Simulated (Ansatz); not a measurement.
AlOs (CsCl type, Pm-3m) under volume change, DFT-r²SCAN in the program Ansatz with PAW potentials, scaled uniformly.

```json
[
 {"V (Å³/atom)": "12.248", "E − E(relaxed) (meV/atom)": "102.5", "P (GPa)": "29.50"},
 {"V (Å³/atom)": "12.652", "E − E(relaxed) (meV/atom)": "43.0", "P (GPa)": "18.04"},
 {"V (Å³/atom)": "13.056", "E − E(relaxed) (meV/atom)": "?", "P (GPa)": "?"},
 {"V (Å³/atom)": "13.460", "E − E(relaxed) (meV/atom)": "0.0", "P (GPa)": "0.00"},
 {"V (Å³/atom)": "13.863", "E − E(relaxed) (meV/atom)": "?", "P (GPa)": "?"},
 {"V (Å³/atom)": "14.267", "E − E(relaxed) (meV/atom)": "34.7", "P (GPa)": "-13.06"},
 {"V (Å³/atom)": "14.671", "E − E(relaxed) (meV/atom)": "74.2", "P (GPa)": "-18.16"}
]
```

**Question.** Fill in the missing entries.

**Answer.** 
- 13.056, E − E(relaxed) (meV/atom): 10.2
- 13.056, P (GPa): 8.29
- 13.863, E − E(relaxed) (meV/atom): 9.1
- 13.863, P (GPa): -7.06

**Question.** What does a third-order Birch–Murnaghan fit give for V₀, B₀ and B′?

**Answer.** V₀ = 13.46 Å³/atom, B₀ = 254 GPa, B′ = 4.4.

The workflow started from a Materials Project entry (that database holds measured and hypothetical structures alike); the Crystallography Open Database copy checked does not list it. With Al and Os taken as one species the cell has the higher symmetry Im-3m, so it may be an ordered model of a mixed-site phase. Its standing as an ambient phase is unchecked. Symmetry was held in the r²SCAN relaxation; of distortions, only those at the zone centre were tested. No spin polarisation was allowed. Scalar-relativistic: spin–orbit coupling is off unless named, which matters more the heavier the elements.

Potentials: the later of the program's two PAW sets.
